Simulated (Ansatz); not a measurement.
The start is a generated cell, MoS2 built in the pyrite structure type. Cell shape, volume and atoms are optimised at zero target pressure with PBE (plane waves to 420 eV, PAW, scalar-relativistic; Ansatz, a program for electronic structure). The first steps use a coarse 3×3×3 k-mesh.

Input geometry:
```
CELL_PARAMETERS angstrom
      5.83903     0.00000     0.00000
      0.00000     5.83903     0.00000
      0.00000     0.00000     5.83903
ATOMIC_POSITIONS crystal
  Mo 0.00000 0.00000 0.00000
  Mo 0.50000 0.50000 0.00000
  Mo 0.00000 0.50000 0.50000
  Mo 0.50000 0.00000 0.50000
  S  0.38510 0.38510 0.38510
  S  0.88510 0.11490 0.61490
  S  0.61490 0.88510 0.11490
  S  0.11490 0.61490 0.88510
  S  0.61490 0.61490 0.61490
  S  0.11490 0.88510 0.38510
  S  0.38510 0.11490 0.88510
  S  0.88510 0.38510 0.11490
```

```json
{
 "initial_pressure": "+2 GPa (positive: the cell is compressed)",
 "largest_initial_force": "about 0.9 eV/Å, on S5, S6, S7, S8, S9, S10, S11, S12 (atoms numbered as listed)",
 "outcome": "The space group stays Pa-3 (No. 205) (the run could not lower it), with 12 atoms in the primitive magnetic cell",
 "energy_released": "about 0.11 eV/atom",
 "band_gap_at_the_end": "no gap (metallic)",
 "moments_at_the_end": "net 0.58 μB/atom, ferromagnetic",
 "optimiser_moves": "10"
}
```

Final structure:

```cif
data_Mo4S8
_chemical_formula_sum 'Mo4 S8'
_space_group_name_H-M_alt 'Pa-3'
_space_group_IT_number 205
_space_group_name_Hall '-P 2ac 2ab 3'
_cell_length_a 5.95898
_cell_length_b 5.95898
_cell_length_c 5.95898
_cell_angle_alpha 90.000
_cell_angle_beta 90.000
_cell_angle_gamma 90.000
loop_
_atom_site_label
_atom_site_type_symbol
_atom_site_symmetry_multiplicity
_atom_site_Wyckoff_symbol
_atom_site_fract_x
_atom_site_fract_y
_atom_site_fract_z
_atom_site_occupancy
Mo1 Mo 4 a 0.00000 0.00000 0.00000 1
S1 S 8 c 0.36612 0.36612 0.36612 1
```

Final values are on a 7×7×7 k-mesh of the relaxed cell. The first round had no spin; a later round switched it on. Spin state reached: ferromagnetic (net 0.58 μB/atom); other spin orders were not run from this start.

The run could not lose the symmetry of its start; a randomly shaken copy of 12 atoms returns to this structure.

The relaxed structure here is a generated cell of MoS2: the first start was made by placing the elements on the sites of a structure type, and the end was not matched to a known phase here, so it may be hypothetical. Known forms of MoS2 include space group No. 160, 194.
